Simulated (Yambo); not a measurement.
A free-standing WSe2 monolayer (symmetry P-6m2, slab cell 16.3 Å high): the exchange self-energy on PBEsol orbitals (Yambo, 6×6×1 mesh) holds the Coulomb divergence, which is integrated with random points (RandQpts).

| random points | exchange-only gap K → (0.167, 0.167) (eV) | shift of the valence edge (eV) | gap against the reference (meV) |
|---|---|---|---|
| 1,000 | 5.97 | -0.61 | 10 |
| 10,000 | 5.91 | -0.42 | -58 |
| 100,000 | 5.98 | -0.60 | 13 |
| 1,000,000 | 5.97 | -0.59 | 10 |
| 5,000,000 | 5.96 | -0.57 | reference |

From 100,000 points on, the gap stays within 20 meV of the run with most points. The error is statistical; each row is a single draw, so the rows fix no rate of convergence.

Spin-orbit coupling is not included.

Geometry relaxed with PBEsol; primitive cell a = 3.271 Å, b = 3.271 Å, c = 16.300 Å, α = 90.00°, β = 90.00°, γ = 120.00°.

A shift is the quasiparticle energy of the state minus its PBEsol energy.
